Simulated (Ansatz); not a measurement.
YHg₂ (space group P6/mmm)

```
YHg2
1.0
    4.83104     0.00000     0.00000
   -2.41552     4.18380     0.00000
    0.00000     0.00000     3.41948
Y Hg
1 2
Direct
  0.00000   0.00000   0.00000
  0.33333   0.66667   0.50000
  0.66667   0.33333   0.50000
```

Grid over V/V₀ and (c/a)/(c/a)₀, subscript 0 meaning the relaxed cell; the conventional c axis lies along z; no internal relaxation.

Method: PBEsol (plane waves to 420 eV, PAW, scalar-relativistic; Ansatz, an electronic-structure program). k mesh 11×11×14 (Γ-centred), Fermi-Dirac smearing 0.05 eV. Stress and pressure are positive under compression. With partly filled bands, the response to shear is sensitive to the k mesh, so small differences along c/a are uncertain. Spin-orbit coupling is left out, though Hg is heavy. YHg2 is run without spin polarisation. YHg2 was relaxed with its symmetry unable to fall.

At one point of the scan the stress tensor (GPa) is:

```
    0.8      0.0      0.0
    0.0      0.8      0.0
    0.0      0.0      2.8
```

Task: Which point is it?
(A) V/V₀ = 0.973, (c/a)/(c/a)₀ = 0.960
(B) V/V₀ = 0.987, (c/a)/(c/a)₀ = 0.987
(C) V/V₀ = 0.987, (c/a)/(c/a)₀ = 0.973
(D) V/V₀ = 1.000, (c/a)/(c/a)₀ = 0.973

Result: A, V/V₀ = 0.973, (c/a)/(c/a)₀ = 0.960

(A scan under strain: stresses follow from slopes of the energy per volume, elastic moduli from its curvatures.)
